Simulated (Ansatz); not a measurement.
## KHg$_{2}$ (Imma): electronic heat capacity and spin susceptibility from the density of states

These are results of Ansatz, DFT r2SCAN, scalar-relativistic, plane waves, PAW, not measurements.

Plane waves to 500 eV, a k mesh through Γ of 8×8×8 on the computed 6-atom cell and Gaussian smearing (0.10 eV); no spin polarisation.

Relaxed cell: Imma, a = 5.204 Å, b = 7.968 Å, c = 9.128 Å, α = 90.00°, β = 90.00°, γ = 90.00°, 6 atoms in the primitive cell. Whether it is the stable form of this composition wasn't checked.

The density of states at the Fermi level is 3.460 states/eV in the cell of 6 atoms (2 formula units; both spins, tetrahedra on a 12×12×12 mesh). Averaged over bins of 0.1 eV the density runs from 2.6 to 3.4 states/eV within 0.2 eV of the Fermi level, so the figure hangs on the exact place of that level.

Q: What Sommerfeld coefficient and Pauli susceptibility does this give?

A: Per formula unit N(E_F) = 1.730 states/eV. γ = (π²/3) k_B² N(E_F) N_A = 2.357 mJ/(mol K²) per state/eV, so γ = 4.1 mJ/(mol K²), a mole of formula units. χ_P = μ_B² N(E_F) N_A = 3.23×10⁻⁵ emu/mol per state/eV gives 5.6×10⁻⁵ emu/mol. This is the bare band result: a measured γ of the same phase is as a rule larger by a factor 1 + λ from phonons and spin fluctuations, the spin part of χ is larger by the Stoner factor, and a measured χ also holds orbital and core terms. N(E_F) at one energy is sensitive to the mesh where the density of states has sharp peaks.

Spin-orbit coupling is left out, which matters for the bands of heavy elements.

Cost: 1 run of about 8 core-minutes, on Arm Neoverse V1 (shared hosts).